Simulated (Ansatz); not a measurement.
La (dhcp (α-La type), space group No. 194) under volume change, DFT-LDA in the program Ansatz with PAW potentials, shape and atoms relaxed at each volume.

```
V (Å³/atom)  E − E(relaxed) (meV/atom)  P (GPa)
-----------  -------------------------  -------
29.263                             [?]      [?]
30.228                             [?]      [?]
31.193                             2.8     0.94
32.157                             0.0     0.00
33.122                             2.6    -0.84
34.087                             9.9    -1.58
35.052                            21.5    -2.25
```

Q: Complete the blanks.

A: 
- 30.228, E − E(relaxed) (meV/atom): 11.6
- 30.228, P (GPa): 1.99
- 29.263, E − E(relaxed) (meV/atom): 27.1
- 29.263, P (GPa): 3.19

Q: What does a third-order Birch–Murnaghan fit give for V₀, B₀ and B′?

A: V₀ = 32.16 Å³/atom, B₀ = 29.6 GPa, B′ = 2.9.

Space group P6_3/mmc (dhcp (α-La type)). The LDA relaxation kept the symmetry of its start. Scalar-relativistic: spin–orbit coupling is off unless named, which matters more the heavier the elements.

Potentials: the earlier of the program's two PAW sets. The files were generated under PBE; for other functionals the program regenerates the frozen cores, and for LDA and PBEsol the local potential too.
